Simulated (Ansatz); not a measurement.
ScCo (CsCl type)

```
CELL_PARAMETERS angstrom
      3.07157     0.00000     0.00000
      0.00000     3.07157     0.00000
      0.00000     0.00000     3.07157
ATOMIC_POSITIONS crystal
  Sc 0.50000 0.50000 0.50000
  Co 0.00000 0.00000 0.00000
```

E(V) scan at fixed shape, V₀ the volume above. Symmetry pins the atoms to their sites.

All values below come from PBEsol (plane waves to 420 eV, PAW, scalar-relativistic; Ansatz, a quantum-chemistry and plane-wave program). k mesh 15×15×15 (Γ-centred), Fermi-Dirac smearing 0.05 eV. The energy includes the smearing's −TS. Compression counts positive. ScCo is run without spin polarisation. ScCo was relaxed with its symmetry unable to fall. ΔE is measured from the relaxed starting cell. The last digit holds for this mesh only.

| V (Å³/atom) | ΔE (meV/atom) |
|---|---|
| 12.171 | 205.3 |
| 12.635 | 123.5 |
| 13.098 | 65.5 |
| 13.562 | 27.5 |
| 14.026 | 6.5 |
| 14.489 | 0.0 |
| 14.953 | 5.8 |
| 15.417 | 22.1 |
| 15.880 | 47.4 |
| 16.344 | 80.2 |
| 16.808 | withheld |

Q: Fit a third-order Birch-Murnaghan form (E₀, V₀, B₀, B₀′ free) to the given rows and predict ΔE at V = 16.808.

A: Least squares on the 10 given rows: ΔE = E₀ + (9V₀B₀/16)·y²·[2 + (B₀′ − 4)y], y = (V₀/V)^(2/3) − 1, with V₀ = 14.490 Å³/atom, B₀ = 132.6 GPa (160.2 GPa = 1 eV/Å³; the term in eV is multiplied by 1000), B₀′ = 4.01, E₀ = 0.01 meV/atom; root-mean-square residual 0.04 meV/atom. At 16.808 the fit gives 119.7 meV/atom; the calculation gives 119.4 meV/atom, so the extrapolation is off by 0.3 (+0.3 %). For the pressure the fit gives -14.6 GPa against the computed -14.6 GPa.

(A scan under strain: stresses follow from slopes of the energy per volume, elastic moduli from its curvatures.)
